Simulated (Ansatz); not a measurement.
Al$_{2}$Cu (cubic Laves (MgCu2 type), Fd-3m) under volume change, DFT-PBE in the program Ansatz with PAW potentials, scaled uniformly.

| V (Å³/atom) | E − E(relaxed) (meV/atom) | P (GPa) |
|---|---|---|
| 14.824 | 35.4 | 8.43 |
| 15.313 | 14.8 | 5.15 |
| 15.802 | 3.5 | 2.36 |
| 16.290 | 0.0 | -0.01 |
| 16.779 | 3.2 | -2.02 |
| 17.268 | 12.0 | -3.73 |
| 17.757 | 25.7 | -5.19 |

**Question.** What does a third-order Birch–Murnaghan fit give for V₀, B₀ and B′?

**Answer.** V₀ = 16.29 Å³/atom, B₀ = 72.7 GPa, B′ = 4.4.

The cell is a constructed one: a structure type filled with these elements; neither database checked (COD, Materials Project) lists it. It is not the phase usual at ambient conditions (space group No. 140). The PBE relaxation kept the symmetry of its start; its stability against distortions is not shown here. The run is not spin-polarised.

Potentials: the later of the program's two PAW sets.
